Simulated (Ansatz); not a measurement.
Si (beta-Sn type): energy against volume

Computed with DFT, LDA (PW92), plane waves (420 eV) with PAW, scalar-relativistic (Ansatz). (PAW data from PBE, frozen cores regenerated.)

The cell is scaled uniformly from the relaxed one, with fractional coordinates and shape fixed. Energies are extrapolated to zero smearing, pressures are those at the given smearing. Because the bonds are stretched with the cell, B₀ of this curve lies above the true bulk modulus of such a structure. Magnetic state: spin not included.

A Birch-Murnaghan fit gives V₀ = 14.82 Å³/atom, B₀ = 117 GPa, B₀′ = 4.4.

**Question.** What are the energy above the minimum and the pressure at 13.045 Å³/atom?

**Answer.** 98.3 meV/atom and 19.88 GPa as computed.

**Question.** What are the energy above the minimum and the pressure at 13.638 Å³/atom?

**Answer.** 40.4 meV/atom and 11.78 GPa as computed.

**Question.** What are the energy above the minimum and the pressure at 16.603 Å³/atom?

**Answer.** 63.6 meV/atom and -10.27 GPa as computed.
